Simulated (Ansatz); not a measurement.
Ca$_{3}$GeO:
```yaml
crystal:
  lattice:
    - [4.67002, 0.00000, 0.00000]
    - [0.00000, 4.67002, 0.00000]
    - [0.00000, 0.00000, 4.67002]
  atoms:
    - { symbol: Ca, position: [0.50000, 0.50000, 0.00000] }
    - { symbol: Ca, position: [0.00000, 0.50000, 0.50000] }
    - { symbol: Ca, position: [0.50000, 0.00000, 0.50000] }
    - { symbol: O, position: [0.50000, 0.50000, 0.50000] }
    - { symbol: Ge, position: [0.00000, 0.00000, 0.00000] }
```

Relaxed with PBEsol. PBEsol in the plane-wave PAW code Ansatz gives no gap.

### Question
What gap does HSE06 give on the same cell (Ansatz, PAW)?

### Answer
0.48 eV. The hybrid was solved on a coarser mesh and at special points; the gap given is the minimum over both. On such a mesh it can open a false gap in a semimetal.

| k | v1 PBEsol | c1 PBEsol | v1 HSE06 | c1 HSE06 |
|---|---|---|---|---|
| Γ | 0.00 | 0.00 | 0.00 | 0.48 |
| R | -1.56 | 1.06 | … | … |
| M | -1.13 | 1.80 | … | … |
| X | -0.97 | 1.08 | … | … |

### Question
Top valence (v1) and lowest conduction level (c1) in eV from each method's valence maximum (which need not be a listed point): supply the withheld HSE06 values.

### Answer

- M, v1 HSE06: -1.15
- M, c1 HSE06: 2.39
- R, v1 HSE06: -1.79
- R, c1 HSE06: 1.76
- X, v1 HSE06: -0.96
- X, c1 HSE06: 1.73

Cost on shared cores: the PBEsol run (SCF on a 9×9×9 mesh, then bands and DOS) roughly 25 core-seconds, the HSE06 run (SCF on 4×4×4, then a few points) about 90 core-seconds (a rough figure); the tasks are unlike.

Space group Pm-3m (anti-perovskite). The workflow started from an entry of the Crystallography Open Database (COD), which files this formula under 2 space groups. Whether it is the stable phase at ambient conditions was not checked. Symmetry was held in the PBEsol relaxation; whether a distortion lowers the energy is not shown. Scalar-relativistic: spin–orbit coupling is off unless named, which matters more the heavier the elements.

Potentials: the later of the program's two PAW sets.
